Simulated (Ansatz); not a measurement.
A plane-wave DFT run in Ansatz 0.2.0 (scalar-relativistic PAW potentials unless the input names others): input and command.

```yaml
crystal:
  lattice:
    - [0.0, 1.9449, 1.789308]
    - [1.9449, 0.0, 1.789308]
    - [1.9449, 1.9449, 0.0]
  atoms:
    - { symbol: Pd, position: [0.0, 0.0, 0.0] }
basis:
  ecutwfc: 420
kpoints:
  mp_grid: { grid: [25, 25, 25] }
hamiltonian:
  xc: lda
scf:
  occupations: { method: gaussian, width: 0.15 }
output:
  forces: true
  eigenvalues: true
  stress: true
```

```bash
ansatz run input.yaml --threads 1 --pin off --max-ram 1228MiB --backend cpu --events-out ev --progress --plain --runs-dir out
```

Abridged log:
```
Basis set: ecut = 420 eV, 273 PW (Γ)
Bands: 13, of which v1, the nominal top of the filled ones, is band 9 counted from 1 (8 counted from 0)
Symmetry: 16 space group operations
k-points: 1183 of 15625
SCF iter   1: F=—  HF=-6844.566351 eV  |F-HF|=—  |Δ(HF+E_count)|=         —  Δρ=1.15e-2  dr2=1.24e-2  ethr=1.77e-3  ⟨swp⟩=5.0  Hψ=88891  notcnv=0
SCF iter   2: F=—  HF=-6844.563424 eV  |F-HF|=—  |Δ(HF+E_count)|=   2.93e-3  Δρ=5.13e-3  dr2=2.36e-3  ethr=6.88e-5  ⟨swp⟩=2.5  Hψ=31567  notcnv=0
SCF iter   3: F=—  HF=-6844.562708 eV  |F-HF|=—  |Δ(HF+E_count)|=   7.15e-4  Δρ=1.94e-3  dr2=9.48e-5  ethr=1.31e-5  ⟨swp⟩=2.2  Hψ=21587  notcnv=0
SCF iter   4: F=—  HF=-6844.562706 eV  |F-HF|=—  |Δ(HF+E_count)|=   2.42e-6  Δρ=1.44e-4  dr2=6.21e-7  ethr=5.27e-7  ⟨swp⟩=1.0  Hψ=15649  notcnv=0
SCF iter   5: F=-6844.562706 eV  HF=-6844.562706 eV  |F-HF|=7.19e-10  |Δ(HF+E_count)|=   2.92e-7  Δρ=2.57e-5  dr2=2.98e-8  ethr=3.45e-9  ⟨swp⟩=1.9  Hψ=17727  notcnv=0
SCF iter   6: F=-6844.562706 eV  HF=-6844.562706 eV  |F-HF|=1.09e-11  |Δ(HF+E_count)|=   2.90e-9  Δρ=1.75e-6  dr2=9.36e-11  ethr=1.66e-10  ⟨swp⟩=2.0  Hψ=46342  notcnv=0
SCF 1 converged in 6 iterations: F = -6844.562706 eV  dr2 = 9.36e-11
SCF converged after 6 iterations
Free energy (F): -6844.562706 eV
Harris-Foulkes:  -6844.562706 eV  (|F-HF|=1.09e-11)
Internal energy: -6844.540156 eV  (E = F + TS)
E sigma→0 (E₀):  -6844.551431 eV
Entropy (-TS):   -0.022550 eV (-22.550 meV/atom)
Fermi energy:    21.864337 eV
--- Forces (eV/Å), atoms counted from 1 ---
  atom   1  Pd     0.00000000     0.00000000     0.00000000
--- Stress (GPa, compression-positive) ---
       10.434057       0.000000       0.000000
        0.000000      10.434057       0.000000
        0.000000       0.000000      14.557329
  P = ⅓ Tr σ = 11.8085 GPa (118.085 kbar)
```

Apart from outputs and empty bands, the input differs from a reference run on usual settings in kpoints.mp_grid.grid: [20, 20, 20] → [25, 25, 25]. The reference, at the same geometry (not necessarily relaxed), gave pressure 11.76 GPa, largest force 0.000 eV/Å, no gap on the mesh. This run converged in 6 SCF iterations (reference: 6) with an energy at zero smearing 1.03 meV/atom above the reference's, pressure 11.81 GPa, largest force 0.000 eV/Å, no gap on the mesh.